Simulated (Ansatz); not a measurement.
# Ti₂Cd (I4/mmm): electronic heat capacity and spin susceptibility from the density of states

Level of theory: DFT PBEsol, scalar-relativistic, plane waves, PAW in Ansatz.

Settings: cutoff 420 eV, Γ-centred mesh 20×20×20 on the computed 3-atom cell, Gaussian smearing of 0.10 eV; no spin polarisation.

Relaxed cell: I4/mmm, a = 2.820 Å, b = 2.820 Å, c = 13.287 Å, α = 90.00°, β = 90.00°, γ = 90.00°, 3 atoms in the primitive cell. Whether it is the stable form of this composition wasn't checked.

The density of states at the Fermi level is 2.697 states/eV in the cell of 3 atoms (1 formula unit; both spins, tetrahedra on a 30×30×30 mesh). Averaged over bins of 0.1 eV the density runs from 1.1 to 2.4 states/eV within 0.2 eV of the Fermi level, so the figure hangs on the exact place of that level.

Question: What Sommerfeld coefficient and Pauli susceptibility does this give?

Answer: Per formula unit N(E_F) = 2.697 states/eV. γ = (π²/3) k_B² N(E_F) N_A = 2.357 mJ/(mol K²) per state/eV, so γ = 6.4 mJ/(mol K²), a mole of formula units. χ_P = μ_B² N(E_F) N_A = 3.23×10⁻⁵ emu/mol per state/eV gives 8.7×10⁻⁵ emu/mol. This is the bare band result: a measured γ of the same phase is as a rule larger by a factor 1 + λ from phonons and spin fluctuations, the spin part of χ is larger by the Stoner factor, and a measured χ also holds orbital and core terms. N(E_F) at one energy is sensitive to the mesh where the density of states has sharp peaks.